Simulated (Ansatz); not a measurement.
Data:

GaBi:
```
GaBi
1.0
    0.00000     2.94293     2.94293
    2.94293     0.00000     2.94293
    2.94293     2.94293     0.00000
Ga Bi
1 1
Cartesian
  0.00000   0.00000   0.00000
  2.94293   2.94293   2.94293
```

This is the PBEsol-relaxed structure.

### Question
All from plane-wave PAW PBEsol (Ansatz code), unless another level is named. Give the bulk modulus (Birch–Murnaghan fit).

### Answer
56.3 GPa.

### Question
Give the highest zone-centre frequency.

### Answer
111 cm⁻¹.

Space group Fm-3m (rock salt). A made-up cell: these elements were put on the sites of a structure type; neither database checked (COD, Materials Project) lists it. Whether it is the stable phase at ambient conditions was not checked. The cell was relaxed with PBEsol under the symmetry of its start; of distortions, only those at the zone centre were tested. As this level gives no gap, phonon frequencies hold no LO–TO term and depend on the k-mesh and smearing (Fermi–Dirac, 0.1 eV here). Spin–orbit coupling is left out wherever it is not named.

Potentials: the later of the program's two PAW sets.
